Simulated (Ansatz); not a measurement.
ScCo₂Si₂:
```xyz
5
Lattice="-1.8728 1.8728 4.7729 1.8728 -1.8728 4.7729 1.8728 1.8728 -4.7729" Properties=species:S:1:pos:R:3 pbc="T T T"
Sc     0.0000     0.0000     0.0000
Co     1.8728     0.0000     2.3864
Co     0.0000     1.8728     2.3864
Si     0.0000     0.0000     5.9635
Si     0.0000     0.0000     3.5823
```

Relaxed with r²SCAN.

Problem. Which orbitals make up the states near the Fermi level in plane-wave PAW r²SCAN (Ansatz code)?

Solution. Within 0.5 eV of the Fermi level: Co 3d 51 %, Sc 3d 25 %, Si 3p 15 %. Projections are on Löwdin-orthogonalised atomic valence shells; empty p or d shells of many metals are not among them.

Problem. Tabulate the density of states.

Solution. States/eV per cell of 5 atoms, in 0.25 eV bins, energy from the Fermi level.

| E (eV) | total | Co 3d | Sc 3d | Si 3p |
|---|---|---|---|---|
| -7.85 | 0.99 | 0.12 | 0.07 | 0.19 |
| -7.60 | 0.96 | 0.14 | 0.06 | 0.17 |
| -7.35 | 0.96 | 0.17 | 0.05 | 0.14 |
| -7.10 | 0.34 | 0.06 | 0.01 | 0.05 |
| -6.85 | 0.00 | 0.00 | 0.00 | 0.00 |
| -6.60 | 0.00 | 0.00 | 0.00 | 0.00 |
| -6.35 | 0.05 | 0.00 | 0.00 | 0.03 |
| -6.10 | 0.65 | 0.06 | 0.04 | 0.41 |
| -5.85 | 2.16 | 0.33 | 0.11 | 1.25 |
| -5.60 | 2.32 | 0.45 | 0.13 | 1.26 |
| -5.35 | 2.14 | 0.57 | 0.10 | 1.06 |
| -5.10 | 2.44 | 0.79 | 0.09 | 1.15 |
| -4.85 | 1.44 | 0.42 | 0.08 | 0.69 |
| -4.60 | 1.86 | 0.67 | 0.09 | 0.84 |
| -4.35 | 1.97 | 0.78 | 0.08 | 0.88 |
| -4.10 | 2.64 | 1.05 | 0.11 | 1.23 |
| -3.85 | 3.64 | 1.62 | 0.16 | 1.61 |
| -3.60 | 4.85 | 2.34 | 0.30 | 2.00 |
| -3.35 | 4.89 | 2.45 | 0.39 | 1.69 |
| -3.10 | 5.78 | 3.75 | 0.40 | 1.19 |
| -2.85 | 8.44 | 6.06 | 0.52 | 1.37 |
| -2.60 | 6.49 | 4.71 | 0.28 | 1.08 |
| -2.35 | 4.46 | 3.15 | 0.20 | 0.90 |
| -2.10 | 5.63 | 4.41 | 0.30 | 0.71 |
| -1.85 | 5.21 | 4.37 | 0.31 | 0.30 |
| -1.60 | 8.87 | 7.86 | 0.39 | 0.30 |
| -1.35 | 6.80 | 5.78 | 0.34 | 0.36 |
| -1.10 | 7.03 | 6.01 | 0.44 | 0.30 |
| -0.85 | 3.97 | 2.73 | 0.55 | 0.40 |
| -0.60 | 2.63 | 1.47 | 0.53 | 0.37 |
| -0.35 | 1.98 | 0.99 | 0.47 | 0.29 |
| -0.10 | 1.89 | 0.88 | 0.50 | 0.30 |
| 0.15 | 2.24 | 1.11 | 0.63 | 0.33 |
| 0.40 | 3.53 | 1.98 | 0.86 | 0.52 |
| 0.65 | 4.40 | 2.61 | 0.94 | 0.60 |
| 0.90 | 2.75 | 1.24 | 0.88 | 0.42 |
| 1.15 | 2.27 | 0.78 | 0.97 | 0.34 |
| 1.40 | 1.86 | 0.50 | 0.98 | 0.24 |
| 1.65 | 1.52 | 0.32 | 0.86 | 0.20 |
| 1.90 | 1.12 | 0.17 | 0.73 | 0.12 |
| 2.15 | 1.19 | 0.14 | 0.81 | 0.14 |
| 2.40 | 2.83 | 0.34 | 1.88 | 0.34 |
| 2.65 | 3.51 | 0.40 | 2.30 | 0.35 |
| 2.90 | 3.83 | 0.31 | 2.75 | 0.34 |
| 3.15 | 6.23 | 0.43 | 4.57 | 0.57 |
| 3.40 | 4.27 | 0.44 | 2.47 | 0.65 |
| 3.65 | 2.95 | 0.28 | 1.61 | 0.50 |
| 3.90 | 3.03 | 0.36 | 1.27 | 0.73 |
| 4.15 | 4.62 | 0.46 | 2.15 | 1.09 |
| 4.40 | 2.75 | 0.25 | 1.12 | 0.77 |
| 4.65 | 2.33 | 0.21 | 0.73 | 0.72 |
| 4.90 | 2.05 | 0.19 | 0.50 | 0.72 |

Space group I4/mmm. The first step of the workflow began from a Materials Project structure, measured or hypothetical; the Crystallography Open Database copy checked does not list it. Its standing as an ambient phase is unchecked. The cell was relaxed with r²SCAN under the symmetry of its start; whether a distortion lowers the energy is not shown. No spin polarisation was allowed.

Potentials: the later of the program's two PAW sets.
